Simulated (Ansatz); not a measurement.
One crystal and one scan (frozen-phonon scan) at two levels, PBE (plane waves to 420 eV, PAW, scalar-relativistic; Ansatz, a program for electronic structure) and r2SCAN (plane waves to 500 eV, PAW, scalar-relativistic; Ansatz), each from its own relaxed cell and on its own mesh. The cell shown is that of PBE.

Relaxed TiN (rock salt):

```
CELL_PARAMETERS angstrom
      0.00000     4.24692     4.24692
      2.12346     2.12346     4.24692
      2.12346     2.12346     0.00000
ATOMIC_POSITIONS crystal
  N  0.00000 0.00000 0.00000
  N  0.50000 0.00000 0.00000
  Ti 0.00000 0.50000 0.50000
  Ti 0.50000 0.50000 0.50000
```

A phonon eigenvector at X = (0.5, 0.5, 0.0) is frozen into this cell: atom i moves by Q times the vector below, so Q is the largest atomic displacement, in Å. The cell is held. It is one choice among 2 degenerate patterns. (q is in reciprocal vectors of the primitive cell; the cell shown is doubled to hold the pattern.)

| atom | x | y | z |
|---|---|---|---|
| N1 | 0.000 | 1.000 | 0.000 |
| N2 | 0.000 | -1.000 | 0.000 |
| Ti3 | 0.000 | 0.148 | 0.000 |
| Ti4 | 0.000 | -0.148 | 0.000 |

TiN is run without spin polarisation. TiN was relaxed with its symmetry unable to fall. With partly filled bands, energies and forces of such displacements shift with the k mesh and the smearing. Percentages come from the unrounded values. Both scans cover Q from -0.180 to 0.180 Å.

Results of PBE:

- Lattice constant a (Å) = 4.247
- Energy at Q = 0.180 Å (meV/cell) = 505
- Harmonic wavenumber from the curvature (finite differences) (cm⁻¹ (negative: imaginary)) = 517
- Space group of the distorted cell = Cmcm (No. 63), lowered from Fm-3m
- Symmetry of the curve = even: the same for both signs
- Shape of the curve = a single well with its minimum at or next to zero displacement

### Question
What does r2SCAN give for the same quantities?

### Answer
```
quantity                                                                                  r2SCAN     PBE − r2SCAN
----------------------------------------------------------------------------------------  ------  ---------------
Lattice constant a (Å)                                                                     4.233  +0.014 (+0.3 %)
Energy at Q = 0.180 Å (meV/cell)                                                             539     -34 (-6.3 %)
Harmonic wavenumber from the curvature (finite differences) (cm⁻¹ (negative: imaginary))     537     -20 (-3.7 %)
```

PBE gives the higher value for: lattice constant a. PBE gives the lower value for: energy at Q = 0.180 Å; harmonic wavenumber from the curvature. Both give the same space group of the distorted cell: Cmcm (No. 63), lowered from Fm-3m.

(For displaced atoms, the force is minus the slope of the energy, and its curvature is a force constant, which sets phonon frequencies.)
